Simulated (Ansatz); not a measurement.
Method: DFT PBE, scalar-relativistic, plane waves, PAW in Ansatz 0.2.0.

Settings: cutoff 420 eV, Γ-centred mesh 6×6×6 on the computed 10-atom cell, Gaussian smearing of 0.10 eV; no spin polarisation.

Structure with the computed forces (eV/Å) in the last three columns:

```xyz
10
Lattice="-0.1314 5.3714 5.4742 4.9882 0.0698 5.2730 5.0105 5.1926 0.0475" Properties=species:S:1:pos:R:3:forces:R:3 pbc="T T T" pressure_GPa=-0.35
Na    7.3714    7.9724    8.1541   -0.0060    0.0040    0.0590
Na    2.5053    2.6749    2.6678   -0.0010    0.0300   -0.0150
Al   -0.0230   -0.0397   -0.0058    0.2050    0.3730    0.1210
Hg    4.9193    5.3720    5.4034   -0.0040   -0.1700    0.0360
Cl    2.1688    5.3430    5.3782   -0.0030    0.1020    0.2370
Cl    4.9306    5.2850    2.4668    0.1450   -0.2000   -0.2590
Cl    7.6994    5.2683    5.3390   -0.1000   -0.0350   -0.0840
Cl    5.0009    2.4930    5.3366    0.0360   -0.3270   -0.1860
Cl    4.9203    8.1843    5.4463   -0.0910   -0.0400    0.3290
Cl    4.9101    5.2990    8.3894   -0.1810    0.2630   -0.2380
```

Stress tensor (GPa, compression positive):

```
 0.71  0.13  0.49
 0.13 -0.71 -0.71
 0.49 -0.71 -1.06
```

Spin–orbit coupling is left out, which can shift energies with elements as heavy as these. The cell has an odd number of electrons and was run without spin polarisation, which forces a half-filled band: energy, forces and stress belong to that artificial state.